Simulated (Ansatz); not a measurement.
Nb₂AlB₂:
Space group Cmmm (No. 65); a = 3.1454 Å, b = 11.6208 Å, c = 3.3104 Å, α = 90.00°, β = 90.00°, γ = 90.00°

| atom | site | symmetry | x | y | z |
|---|---|---|---|---|---|
| Al | 2a | mmm | 0.0000 | 0.0000 | 0.0000 |
| Nb | 4j | m2m | 0.5000 | 0.1420 | 0.5000 |
| B | 4i | m2m | 0.0000 | 0.2104 | 0.0000 |
(The calculation used a cell of 5 atoms; values per cell refer to that cell.)

Relaxed at zero pressure with the program Ansatz at the r²SCAN level (PAW).

Q: The volume is lowered by 9 % and shape and atoms relax at that volume. What pressure results, and how do the axes share the change?

A: 23.6 GPa; a -2.6 %, b -4.0 %, c -2.7 %; the energy rises by 74 meV/atom.

Q: Give the new structure.

A: 
Space group Cmmm (No. 65); a = 3.065 Å, b = 11.152 Å, c = 3.221 Å, α = β = γ = 90.00°

```json
[
 {"atom": "Al", "site": "2a", "symmetry": "mmm", "x": "0.0000", "y": "0.0000", "z": "0.0000"},
 {"atom": "Nb", "site": "4j", "symmetry": "m2m", "x": "0.5000", "y": "0.1389", "z": "0.5000"},
 {"atom": "B", "site": "4i", "symmetry": "m2m", "x": "0.0000", "y": "0.2084", "z": "0.0000"}
]
```

The phase is kept; no other phase was compared at this pressure.

The start of the workflow was typed in or built on a structure type; neither database checked (COD, Materials Project) lists it. Its standing as an ambient phase is unchecked. The cell was relaxed with r²SCAN under the symmetry of its start; whether a distortion lowers the energy is not shown. The run is not spin-polarised.

Potentials: the later of the program's two PAW sets.
